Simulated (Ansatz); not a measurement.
MoSi2 (MoSi2 type, space group I4/mmm)

```cif
data_Mo2Si4
_chemical_formula_sum 'Mo2 Si4'
_space_group_name_H-M_alt 'I4/mmm'
_space_group_IT_number 139
_space_group_name_Hall '-I 4 2'
_cell_length_a 3.21701
_cell_length_b 3.21701
_cell_length_c 7.87321
_cell_angle_alpha 90.000
_cell_angle_beta 90.000
_cell_angle_gamma 90.000
loop_
_atom_site_label
_atom_site_type_symbol
_atom_site_symmetry_multiplicity
_atom_site_Wyckoff_symbol
_atom_site_fract_x
_atom_site_fract_y
_atom_site_fract_z
_atom_site_occupancy
Mo1 Mo 2 a 0.00000 0.00000 0.00000 1
Si1 Si 4 e 0.00000 0.00000 0.33511 1
```
(The calculation used a cell of 3 atoms; values per cell refer to that cell.)

The volume is varied about the relaxed value V₀ at fixed cell shape. The atoms relax within the cell's symmetry.

These are PBE (plane waves to 420 eV, PAW, scalar-relativistic; Ansatz, a quantum-chemistry and plane-wave program) values and carry that method's errors. k mesh 20×20×20 (Γ-centred), Fermi-Dirac smearing 0.05 eV. E stands for the smeared free energy. With the shape held, the modulus is that of even scaling; a crystal free to change shape is softer. MoSi2 is run without spin polarisation. MoSi2 was relaxed with its symmetry unable to fall. The PAW data are Ansatz's earlier set. The zero of ΔE is the relaxed starting cell. The last digit holds for this mesh only.

```csv
V (Å³/atom),ΔE (meV/atom)
12.765,35.1
12.969,19.2
13.173,8.3
13.376,2.0
13.580,0.0
13.784,1.9
13.988,7.4
14.191,16.2
14.395,28.1
```

Question: What bulk modulus at fixed cell shape B₀ follows from a third-order Birch-Murnaghan fit?

Answer: 205 GPa.

Question: What is the fitted pressure derivative B₀′?

Answer: 4.5.

(A scan under strain: stresses follow from slopes of the energy per volume, elastic moduli from its curvatures.)
